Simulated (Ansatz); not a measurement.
Level of theory: DFT PBE, scalar-relativistic, plane waves, PAW, and for the lanthanide a 4f-in-core norm-conserving potential, in Ansatz. Settings: cutoff 630 eV, Γ-centred meshes spaced at most about 0.3 Å⁻¹, and about 0.25 Å⁻¹ or finer for metals (2π included), Gaussian smearing. No spin polarisation in the final relaxations.

All energies are static (0 K, no zero-point motion). All come from trial cells, and lower structures may exist.

Question: Order these relaxed structures of CaDyAs₃ by energy, lowest first, with the energy over the lowest of them.
A. Space group P-6m2 (No. 187), hexagonal, a = 4.807 Å, c = 10.238 Å. Around Ca lie 3 As at 2.78 Å; Dy is surrounded by 2 As at 2.65 Å; As on a site of symmetry 3m is surrounded by 1 As at 2.47 Å and 1 Dy at 2.65 Å; As on a site of symmetry -6m2 is surrounded by 2 As at 2.47 Å and 3 Ca at 2.78 Å.
B. Space group Pm-3m (No. 221), cubic, a = 5.181 Å. Ca is surrounded by 6 As at 2.59 Å; Dy is surrounded by 12 As at 3.66 Å; around As lie 2 Ca at 2.59 Å, 4 Dy at 3.66 Å and 8 As at 3.66 Å.
C. Space group P4mm (No. 99), tetragonal, a = 5.340 Å, c = 5.632 Å. Around Ca lie 1 As at 2.70 Å, 1 As at 2.93 Å and 4 As at 3.23 Å; Dy is surrounded by 4 As at 2.80 Å; around As on a site of symmetry 4mm lie 1 Ca at 2.70 Å, 4 As at 2.81 Å and 1 Ca at 2.93 Å; As on a site of symmetry 2mm has 2 Dy at 2.80 Å, 2 As at 2.81 Å and 2 Ca at 3.23 Å.
D. Space group Pm-3m (No. 221), cubic, a = 5.364 Å. Ca has 12 As at 3.79 Å; Dy is surrounded by 6 As at 2.68 Å; around As lie 2 Dy at 2.68 Å, 4 Ca at 3.79 Å and 8 As at 3.79 Å.

Answer: C (0 meV/atom), D (195 meV/atom), B (614 meV/atom), A (652 meV/atom). Forms: C P4mm; D cubic perovskite type, Pm-3m; B cubic perovskite type, Pm-3m; A P-6m2. Counting As atoms around Ca and Dy (those within 1.25 times the shortest such distance or 1.15 times the sum of covalent radii, 1.27 where that leaves under three; a plus sign parts nearer from farther groups; the shortest distance is added where it exceeds 1.18 times the sum of covalent radii): C has Ca 2+4, Dy 4; D has Ca 12 from 3.8 Å, Dy 6; B has Ca 6, Dy 12; A has Ca 3, Dy 2. A holds As–As units of three or more atoms (shortest 2.47 Å) (bonds between like non-metal atoms; other contacts aren't counted).

Cells relaxed within their symmetry can be saddle points. Some structure types and database cells were kept out of the candidates from the start, so a known form may be missing.

The lanthanide is trivalent by construction, without f bands, f moments or other valences.
